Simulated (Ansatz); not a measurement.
A relaxed cell of TiAl (P4/mmm (No. 123)), relaxed on a k-mesh at least as fine as the one used below. Computed with PBE (plane waves to 420 eV, PAW, scalar-relativistic; Ansatz, a first-principles code). Γ-centred k-mesh 11×11×8 on the run's cell (coarser than for final values), Fermi–Dirac smearing 0.05 eV.

```yaml
crystal:
  lattice:
    - [2.82408, 0.00000, 0.00000]
    - [0.00000, 2.82408, 0.00000]
    - [0.00000, 0.00000, 4.07063]
  atoms:
    - { symbol: Al, position: [0.50000, 0.50000, 0.50000] }
    - { symbol: Ti, position: [0.00000, 0.00000, 0.00000] }
```

The atoms are displaced by (Å):

| atom | ux | uy | uz |
|---|---|---|---|
| Al1 | 0.057 | -0.054 | 0.027 |
| Ti2 | 0.059 | 0.148 | -0.183 |

Problem. What forces (eV/Å) and pressure result?

Solution. 
```csv
atom,Fx,Fy,Fz
Al1,0.01,0.97,-1.37
Ti2,-0.01,-0.97,1.37
```

Pressure +3.1 GPa.

Problem. Estimate the energy cost of the displacement in the harmonic approximation and compare with the calculation.

Solution. For a harmonic well ΔE = −½ Σ F·u = 0.241 eV a cell, or 121 meV/atom. The calculated energy relative to the undisplaced cell is +0.11 eV/atom, so the harmonic estimate holds well.

No spin polarisation in the result.

The run that gave the undisplaced cell could not lose the symmetry of its start; a randomly shaken copy of 2 atoms returns to this structure.
